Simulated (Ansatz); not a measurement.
SiGe:
```xyz
4
Lattice="3.9043 0.0000 0.0000 -1.9521 3.3812 0.0000 0.0000 0.0000 6.4539" Properties=species:S:1:pos:R:3 pbc="T T T"
Ge     1.9521     1.1271     6.4512
Ge     0.0000     2.2541     3.2242
Si     1.9521     1.1271     4.0377
Si     0.0000     2.2541     0.8108
```

Relaxed with r²SCAN. Special points in fractions of this cell's reciprocal vectors: Γ (0.000, 0.000, 0.000); M (0.500, 0.000, 0.000); K (0.333, 0.333, 0.000); A (0.000, 0.000, 0.500); L (0.500, 0.000, 0.500); H (0.333, 0.333, 0.500).

Problem. List the band energies nearest the valence-band maximum at these points for plane-wave PAW r²SCAN (Ansatz code).

Solution. In eV from the valence-band maximum; about four levels below and three above (degenerate sets whole), none deeper than 8.9 eV; points with the same levels are listed once.

```tsv
k	below	above
Γ	-1.66 -1.66 -0.33 0.00 0.00	0.79 1.93 2.23 2.23
M	-4.92 -3.32 -3.09 -1.61	0.66 2.34 3.54
K	-5.40 -3.77 -3.77 -3.51	1.26 5.22 5.22
A	-1.01 -1.01 -1.01 -1.01	1.59 1.59 3.34 3.34 3.34 3.34
L	-2.71 -2.71 -2.63 -2.63	0.93 0.93 2.11 2.11
H	-4.67 -4.67 -2.22 -2.22	1.68 1.68 4.09 4.09
```

Space group P6_3mc (wurtzite). A made-up cell: these elements were put on the sites of a structure type; the Crystallography Open Database copy checked does not list it. Its standing as an ambient phase is unchecked. Symmetry was held in the r²SCAN relaxation; its stability against distortions is not shown here. Spin–orbit coupling is left out wherever it is not named.

Potentials: the later of the program's two PAW sets.
